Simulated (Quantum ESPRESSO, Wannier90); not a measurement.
## Wannier functions of NbAu$_{2}$ (P6/mmm)

Cell from Materials Project (mp-1606), symmetrised, no further relaxation. COD (Crystallography Open Database) has an entry of this formula and space group (matched by these alone). Method: PBEsol plane waves in Quantum ESPRESSO 7.5 (PseudoDojo norm-conserving files, 66 Ry, no spin polarisation, no spin-orbit coupling), Bloch states on a 4×4×6 mesh through Γ, Wannier90 4.0.1. Density: 12×12×16 mesh, cold smearing 0.01 Ry. Spin-orbit coupling is left out although heavy elements are present.

```
begin unit_cell_cart
ang
    4.6764700779    0.0000000000    0.0000000000
   -2.3382350390    4.0499418875    0.0000000000
    0.0000000000    0.0000000000    2.7431000000
end unit_cell_cart
mp_grid = 4 4 6
```

**Question.** Which shells of neighbouring k-points and which b-vectors and weights does Wannier90 pick for this cell and mesh?

**Answer.** 
```
 *---------------------------------- K-MESH ----------------------------------*
 +----------------------------------------------------------------------------+
 |                    Distance to Nearest-Neighbour Shells                    |
 |                    ------------------------------------                    |
 |          Shell             Distance (Ang^-1)          Multiplicity         |
 |          -----             -----------------          ------------         |
 |             1                   0.381757                      2            |
 |             2                   0.387857                      6            |
 |             3                   0.544216                     12            |
 |             4                   0.671787                      6            |
 |             5                   0.763514                      2            |
 |             6                   0.772681                     12            |
 |             7                   0.775713                      6            |
 |             8                   0.856380                     12            |
       ... (lines left out)
 +----------------------------------------------------------------------------+
 | The b-vectors are chosen automatically                                     |
 | The following shells are used:                       1,  2                 |
 +----------------------------------------------------------------------------+
 |                        Shell   # Nearest-Neighbours                        |
 |                        -----   --------------------                        |
 |                          1               2                                 |
 |                          2               6                                 |
 +----------------------------------------------------------------------------+
 | Completeness relation is fully satisfied [Eq. (B1), PRB 56, 12847 (1997)]  |
 +----------------------------------------------------------------------------+
 |                  b_k Vectors (Ang^-1) and Weights (Ang^2)                  |
 |                  ----------------------------------------                  |
 |            No.         b_k(x)      b_k(y)      b_k(z)        w_b           |
 |            ---        --------------------------------     --------        |
 |             1         0.000000    0.000000    0.381757     3.430805        |
 |             2         0.000000    0.000000   -0.381757     3.430805        |
 |             3         0.000000    0.387857    0.000000     2.215831        |
 |             4         0.335894    0.193928    0.000000     2.215831        |
 |             5         0.000000   -0.387857    0.000000     2.215831        |
 |             6         0.335894   -0.193928    0.000000     2.215831        |
 |             7        -0.335894   -0.193928    0.000000     2.215831        |
 |             8        -0.335894    0.193928    0.000000     2.215831        |
```
